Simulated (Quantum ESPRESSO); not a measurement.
Kohn-Sham bands of KCaF₃ (cubic perovskite)

```
KCaF3
1.0
    4.48173     0.00000     0.00000
    0.00000     4.48173     0.00000
    0.00000     0.00000     4.48173
K Ca F
1 1 3
Direct
  0.50000   0.50000   0.50000
  0.00000   0.00000   0.00000
  0.00000   0.50000   0.00000
  0.50000   0.00000   0.00000
  0.00000   0.00000   0.50000
```

Materials Project entry mp-4950; symmetrised, unrelaxed at this level. Not found in the COD (Crystallography Open Database) copy used; not checked further. Level: PBEsol, no spin polarisation, no spin-orbit coupling; pw.x of Quantum ESPRESSO at 68 Ry with PseudoDojo potentials, 6×6×6 k-points, Wannier90. Density: 8×8×8 mesh, cold smearing 0.01 Ry.

### Question
List the Kohn-Sham levels between −8 and 9.1 eV relative to the valence-band maximum at the high-symmetry points, as a band run of pw.x on that density gives them (levels within 2 meV counted together).

### Answer
```csv
point,k (reciprocal lattice),levels (eV)
Γ,0.000 0.000 0.000,"-0.89 (×3), -0.38 (×3), -0.18 (×3), 6.06, 8.83 (×3)"
X,0.000 0.500 0.000,"-1.48, -0.82, -0.78 (×2), -0.62 (×2), -0.50, -0.25 (×2), 8.14, 8.72"
M,0.500 0.500 0.000,"-1.62, -1.44, -1.33, -0.67 (×2), -0.57 (×2), -0.50, -0.01"
R,0.500 0.500 0.500,"-1.74, -1.32 (×2), -1.26 (×3), 0.00 (×3)"
```
